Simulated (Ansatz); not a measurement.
Values for one crystal, relaxed and computed with HSE06 (plane waves, PAW; program Ansatz); other levels are named.

* **Volume per atom**: 14.34 Å³
* **Band gap**: 8.53 eV (indirect)
* **Conduction-band minimum**: at Γ
* **Smallest direct gap on the standard path**: 8.92 eV
* **Valence-band maximum**: at S (k = 0.500, 0.500, 0.000 in fractions of the reciprocal vectors)
* **Bulk modulus (Birch–Murnaghan fit)**: 68.5 GPa
* **Pressure derivative B′**: 4.0

Problem. Which compound is it?
A) LiF, rock salt
B) ZnS, zinc blende
C) CaF2, Pmc2_1 (Ca on 2a, F on 2b, F on 2a)
D) MgF2, rutile

Solution. C, CaF2, Pmc2_1 (Ca on 2a, F on 2b, F on 2a)

The workflow started from a Materials Project entry (that database holds measured and hypothetical structures alike); the Crystallography Open Database copy checked does not list it. It is not the phase usual at ambient conditions (space group No. 225). The cell was relaxed with HSE06 under the symmetry of its start; its stability against distortions is not shown here. The hybrid was solved on a coarse mesh, the path and, where they were found, the r²SCAN edge points; its band edges are the extreme levels among these.

Potentials: the earlier of the program's two PAW sets.
